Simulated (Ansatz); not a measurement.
Input:

CoSi2 (fluorite type, space group Fm-3m)

```cif
data_CoSi2
_chemical_formula_sum 'Co1 Si2'
_space_group_name_H-M_alt 'P 1'
_space_group_IT_number 1
_cell_length_a 3.75629
_cell_length_b 3.75629
_cell_length_c 3.75629
_cell_angle_alpha 60.000
_cell_angle_beta 60.000
_cell_angle_gamma 60.000
loop_
_space_group_symop_operation_xyz
  'x, y, z'
loop_
_atom_site_label
_atom_site_type_symbol
_atom_site_fract_x
_atom_site_fract_y
_atom_site_fract_z
_atom_site_occupancy
Co1 Co 0.00000 0.00000 0.00000 1
Si1 Si 0.25000 0.25000 0.25000 1
Si2 Si 0.75000 0.75000 0.75000 1
```

Equation-of-state scan: isotropic scaling of the cell above, V₀ being its volume. Symmetry pins the atoms to their sites.

Method: PBEsol (plane waves to 420 eV, PAW, scalar-relativistic; Ansatz, an electronic-structure program). k mesh 16×16×16 (Γ-centred), Fermi-Dirac smearing 0.05 eV. E stands for the smeared free energy. Stress and pressure are positive under compression. CoSi2 is run without spin polarisation. CoSi2 was relaxed with its symmetry unable to fall. The zero of ΔE is the relaxed starting cell.

The scan covers V/V₀ from 0.840 to 1.160 in 13 points.

**Question.** What is ΔE at V/V₀ = 1.160?

**Answer.** 146 meV/atom.

**Question.** What is ΔE at V/V₀ = 0.840?

**Answer.** 265 meV/atom.

**Question.** What pressure does the cell carry at V/V₀ = 0.840?

**Answer.** 49.7 GPa.

(A scan under strain: stresses follow from slopes of the energy per volume, elastic moduli from its curvatures.)
